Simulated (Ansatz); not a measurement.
Ga2PN:
```xyz
4
Lattice="3.5026 0.0000 0.0000 -1.7513 3.0333 0.0000 0.0000 0.0000 5.8432" Properties=species:S:1:pos:R:3 pbc="T T T"
Ga     0.0000     0.0000     2.7253
Ga     1.7513     1.0111     0.2320
P      0.0000     0.0000     5.0814
N      1.7513     1.0111     2.1868
```

Relaxed with PBEsol. Special points in fractions of this cell's reciprocal vectors: Γ (0.000, 0.000, 0.000); M (0.500, 0.000, 0.000); K (0.333, 0.333, 0.000); A (0.000, 0.000, 0.500); L (0.500, 0.000, 0.500); H (0.333, 0.333, 0.500).

Q: List the band energies nearest the Fermi level at these points for plane-wave PAW PBEsol with spin–orbit coupling (Ansatz code).

A: In eV from the Fermi level; about four levels below and three above (degenerate sets whole), none deeper than 8.9 eV; points with the same levels are listed once.

| k | below | above |
|---|---|---|
| Γ | -1.57 -1.57 -1.20 -1.20 | 0.13 0.13 0.19 0.19 |
| M | -3.50 -3.50 -1.48 -1.48 | 1.33 1.33 2.68 2.68 |
| K | -3.99 -3.97 -3.74 -3.74 | 1.91 1.92 3.50 |
| A | -2.77 -2.77 -0.02 -0.02 | 0.05 0.05 0.64 0.64 |
| L | -2.77 -2.77 -1.87 -1.87 | 0.90 0.90 2.21 2.21 |
| H | -3.23 -3.22 -2.21 -2.19 | 2.25 2.27 2.94 |

Space group P3m1. The start of the workflow was typed in or built on a structure type; neither database checked (COD, Materials Project) lists it. Its standing as an ambient phase is unchecked. The cell was relaxed with PBEsol under the symmetry of its start; whether a distortion lowers the energy is not shown.

Potentials: the later of the program's two PAW sets.
